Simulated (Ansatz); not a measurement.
From the elastic tensor of Cu to moduli and sound speeds

Computed with DFT PBE, scalar-relativistic, plane waves, PAW (Ansatz). Plane waves to 420 eV; Γ-centred k mesh 28×28×28; Fermi-Dirac smearing of 0.15 eV. No spin polarisation.

Space group Fm-3m (No. 225), cubic, a = 3.630 Å. Cu has 12 Cu at 2.57 Å.

The cell has the fcc type, in a space group that the Crystallography Open Database lists for this formula; it was reached from a generator's guess. In a metal, frequencies and elastic constants depend on the k mesh and the smearing, soft modes and shear constants most.

Relaxed-ion constants (GPa, on the Cartesian axes of the calculation):
```
176.9 122.6 122.6   0.0   0.0   0.0
122.6 176.9 122.6   0.0   0.0   0.0
122.6 122.6 176.9   0.0   0.0   0.0
  0.0   0.0   0.0  79.6   0.0   0.0
  0.0   0.0   0.0   0.0  79.6   0.0
  0.0   0.0   0.0   0.0   0.0  79.6
```

Density 8.822 g/cm³; 1 atom in 11.96 Å³.

With S = C⁻¹: B_V = (C11+C22+C33+2(C12+C13+C23))/9, G_V = (C11+C22+C33−C12−C13−C23+3(C44+C55+C66))/15, 1/B_R = S11+S22+S33+2(S12+S13+S23), 15/G_R = 4(S11+S22+S33−S12−S13−S23)+3(S44+S55+S66); Hill is their mean. Then v_l = √((B+4G/3)/ρ), v_t = √(G/ρ), v_m = [(2/v_t³+1/v_l³)/3]^(−1/3) and Θ = (ħ/k_B)·v_m·(6π²n/V)^(1/3) for n atoms in the volume V; E = 9BG/(3B+G), ν = (3B−2G)/(2(3B+G)) and A^U = 5G_V/G_R + B_V/B_R − 6.

- Bulk modulus, Voigt / Reuss / Hill: 140.7 / 140.7 / 140.7 GPa
- Shear modulus, Voigt / Reuss / Hill: 58.6 / 44.9 / 51.7 GPa
- Young's modulus: 138 GPa
- Poisson ratio: 0.336
- Pugh ratio B/G: 2.72 (over 1.75, the rule of thumb for ductile)
- Universal anisotropy index: 1.53
- Longitudinal and transverse sound speeds: 4876 and 2422 m/s
- Debye temperature from the mean sound speed: 354 K
